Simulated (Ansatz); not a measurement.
Ansatz (an electronic-structure program) input:

Ansatz 0.2 input:
```yaml
crystal:
  lattice:
    - [0.0, 3.8716288923, 3.8716288923]
    - [3.8716288923, 0.0, 3.8716288923]
    - [3.8716288923, 3.8716288923, 0.0]
  atoms:
    - { symbol: Si, position: [0.625, 0.625, 0.125] }
    - { symbol: Si, position: [0.625, 0.125, 0.625] }
    - { symbol: Si, position: [0.625, 0.625, 0.625] }
    - { symbol: Si, position: [0.125, 0.625, 0.625] }
    - { symbol: Si, position: [0.25, 0.25, 0.25] }
    - { symbol: Si, position: [0.0, 0.0, 0.0] }
    - { symbol: N, position: [0.8675487111, 0.8675487111, 0.8675487111] }
    - { symbol: N, position: [0.8526461334, 0.3824512889, 0.3824512889] }
    - { symbol: N, position: [0.8675487111, 0.8675487111, 0.3973538666] }
    - { symbol: N, position: [0.3824512889, 0.8526461334, 0.3824512889] }
    - { symbol: N, position: [0.3973538666, 0.8675487111, 0.8675487111] }
    - { symbol: N, position: [0.3824512889, 0.3824512889, 0.3824512889] }
    - { symbol: N, position: [0.8675487111, 0.3973538666, 0.8675487111] }
    - { symbol: N, position: [0.3824512889, 0.3824512889, 0.8526461334] }
kpoints:
  mp_grid: { grid: [6, 6, 6] }
basis: { xc_grid: 2 }
hamiltonian:
  xc: pbesol
  pseudopotentials: { azcp: { folder: ./paw }, kind: paw }
scf:
  occupations: { method: fixed }
output:
  optics: { e_range: [0.0, 15.0], de: 0.05, sigma: 0.1, bands: { spectra_wanted_up_to: 12 eV } }
```

Output (shortened):

```
output.optics: the spectra are integrated over the Brillouin zone by k·p interpolation around the k-points, where levels, occupations, output.optics.sigma and …
Pseudopotential: Si, paw, valence charge 4
Pseudopotential: N, paw, valence charge 5
Functional definition: PBEsol
Crystal: 14 atoms, lattice volume = 116.068 Å³
Basis set: ecut = 420 eV, 2229 PW (Γ), exchange–correlation on 80×80×80 points (8 copies of the dense FFT grid, shifted against one another)
Bands: 46, of which v1, the nominal top of the filled ones, is band 32 counted from 1 (31 counted from 0)
Symmetry: 48 space group operations
Space group: Fd-3m (ITA 227), of the structure as read, at distance tolerance 4.9e-5 Å
k-points: 16 of 216
SCF iter   1: F=—  HF=-6780.791417 eV  |F-HF|=—  |Δ(HF+E_count)|=         —  Δρ=1.46e-1  dr2=2.53e1  ethr=3.10e-3  ⟨swp⟩=4.9  Hψ=2960  notcnv=0  defer=159
preconditioner: auto → Resta (q_TF=auto, 2.471 Å⁻¹)
SCF iter   2: F=—  HF=-6773.148525 eV  |F-HF|=—  |Δ(HF+E_count)|=    7.64e0  Δρ=4.99e-2  dr2=1.85e0  ethr=3.10e-3  ⟨swp⟩=4.1  Hψ=1890  notcnv=0  defer=173
SCF iter   3: F=—  HF=-6772.770257 eV  |F-HF|=—  |Δ(HF+E_count)|=   3.78e-1  Δρ=2.31e-2  dr2=3.19e-1  ethr=2.89e-3  ⟨swp⟩=2.7  Hψ=962  notcnv=0  defer=183
SCF iter   4: F=—  HF=-6772.722185 eV  |F-HF|=—  |Δ(HF+E_count)|=   4.81e-2  Δρ=1.61e-3  dr2=2.66e-3  ethr=4.98e-4  ⟨swp⟩=2.1  Hψ=653  notcnv=0  defer=185
SCF iter   5: F=—  HF=-6772.723547 eV  |F-HF|=—  |Δ(HF+E_count)|=   1.36e-3  Δρ=5.66e-4  dr2=2.39e-4  ethr=4.16e-6  ⟨swp⟩=2.2  Hψ=1100  notcnv=0  defer=186
SCF iter   6: F=—  HF=-6772.723645 eV  |F-HF|=—  |Δ(HF+E_count)|=   9.78e-5  Δρ=7.03e-5  dr2=6.84e-6  ethr=3.73e-7  ⟨swp⟩=2.1  Hψ=1032  notcnv=0  defer=186
SCF iter   7: F=—  HF=-6772.723613 eV  |F-HF|=—  |Δ(HF+E_count)|=   3.26e-5  Δρ=8.94e-6  dr2=5.73e-8  ethr=1.07e-8  ⟨swp⟩=2.0  Hψ=1013  notcnv=0  defer=177
SCF iter   8: F=—  HF=-6772.723610 eV  |F-HF|=—  |Δ(HF+E_count)|=   2.66e-6  Δρ=1.37e-6  dr2=1.54e-9  ethr=8.95e-11  ⟨swp⟩=2.0  Hψ=1182  notcnv=0  defer=169
SCF iter  10: F=-6772.723610 eV  HF=-6772.723610 eV  |F-HF|=9.09e-13  |Δ(HF+E_count)|=  4.55e-12  Δρ=1.96e-8  dr2=2.40e-13  ethr=1.00e-12  ⟨swp⟩=17.8  Hψ=4929  notcnv=0
SCF 1 converged in 10 iterations: F = -6772.723610 eV  dr2 = 2.40e-13
NSCF: frozen V_eff on 16 k-points
Optics k sum: 0 of 16 k-points
Optics k sum: 1 of 16 k-points
Optics k sum: 2 of 16 k-points
Optics k sum: 3 of 16 k-points
Optics k sum: 4 of 16 k-points
Optics k sum: 5 of 16 k-points
Optics k sum: 6 of 16 k-points
Optics k sum: 7 of 16 k-points
Optics k sum: 8 of 16 k-points
Optics k sum: 9 of 16 k-points
Optics k sum: 10 of 16 k-points
Optics k sum: 11 of 16 k-points
Optics k sum: 12 of 16 k-points
Optics k sum: 13 of 16 k-points
Optics k sum: 14 of 16 k-points
Optics k sum: 15 of 16 k-points
Optics k sum: 16 of 16 k-points
Optics k sum: 0 of 16 k-points
Optics k sum: 1 of 16 k-points
Optics k sum: 2 of 16 k-points
Optics k sum: 3 of 16 k-points
Optics k sum: 4 of 16 k-points
Optics k sum: 5 of 16 k-points
Optics k sum: 6 of 16 k-points
Optics k sum: 7 of 16 k-points
Optics k sum: 8 of 16 k-points
Optics k sum: 9 of 16 k-points
Optics k sum: 10 of 16 k-points
Optics k sum: 11 of 16 k-points
Optics k sum: 12 of 16 k-points
Optics k sum: 13 of 16 k-points
Optics k sum: 14 of 16 k-points
Optics k sum: 15 of 16 k-points
Optics k sum: 16 of 16 k-points
NSCF: frozen V_eff on 1 k-points
NSCF: frozen V_eff on 1 k-points
output.optics: what the bands over the 71 summed would add to eps1, eps2 and the energy-loss function is held between a lower and an upper bound (6 Lanczos …
SCF converged after 10 iterations
Free energy (F): -6772.723610 eV
Harris-Foulkes:  -6772.723610 eV  (|F-HF|=9.09e-13)
Internal energy: -6772.723610 eV  (E = F + TS)
E sigma→0 (E₀):  -6772.723610 eV
Fermi energy:    11.154966 eV
--- Per-component energies (eV) ---
  E_band       = 277.434181
  E_kinetic    = 1343.804612
  E_local      = -1340.977612  (includes V_loc(G=0)·N_el)
  E_nonlocal   = 402.021195
  E_hartree    = 481.441980
  E_xc         = -826.572327
  E_vxc        = -913.902973  (∫ρ·V_xc dr)
  E_paw        = -3975.899203  (= ΣΔE_a)
  E_vpaw       = -176.402298  (= ΣTr[D̂ρ^β])
  E_aug_tail   = 0.007286  (compensation charges beyond the density's cutoff)
  E_ewald      = -2856.963696
  E_core_change = 0.414155  (= ΣΔE_core)
  E_smearing   =  0.000000  (= −TS)
  E_closure    = 0.000000  (closes the sum)
  Σ components = -6772.723610   (vs F -6772.723610, Δ=0.00e0)
  [band-id]    e_kinetic+e_local+e_nonlocal+2·e_hartree+e_vxc+e_vpaw+e_augmentation_tail = 277.434171   (vs E_band 277.434181, Δ=-1.01e-5)
--- Band table (eV; the first three rows and the last of 16) ---
  k-point 0: bands = ["-7.7895", "-4.4180", "-3.4708", "-3.4708", "-3.4708", "-2.4598", "-2.4598", "-2.4598", "0.5424", "1.5924", "2.1220", "2.1220", "2.1220", "3.7771", "3.7771", "6.9140", "6.9140", "6.9140", "8.7655", "8.7655", "8.7655", "9.2557", "9.2557", …
  k-point 1: bands = ["-7.6393", "-4.6061", "-3.8071", "-3.4438", "-3.4438", "-2.5740", "-2.5709", "-2.5709", "0.9182", "1.8983", "2.3280", "2.3280", "2.7363", "4.0466", "4.0466", "6.4116", "6.8388", "6.8388", "8.3591", "8.3591", "8.6916", "8.8515", "9.1545", …
  k-point 2: bands = ["-7.2123", "-5.3617", "-3.9865", "-3.3536", "-3.3536", "-2.8626", "-2.8202", "-2.8202", "1.6646", "2.6089", "2.8939", "2.8939", "4.1361", "4.4825", "4.4825", "5.6077", "6.5995", "6.5995", "7.4197", "7.9810", "7.9810", "8.6544", "8.6544", …
  k-point 15: bands = ["-6.0508", "-6.0508", "-4.7093", "-4.7093", "-3.1784", "-3.1784", "-2.4324", "-2.4324", "3.2796", "3.2796", "3.9949", "3.9949", "4.9180", "4.9180", "5.5613", "5.5613", "5.8540", "5.8540", "6.7537", "6.7537", "7.3893", "7.3893", …
```

Cost: around 60 core-seconds (rough) on shared cores.

The PBEsol relaxation kept the symmetry of its start; phonons on a q-mesh show no instability.

Potentials: the earlier of the program's two PAW sets.

Ansatz is a plane-wave DFT program.
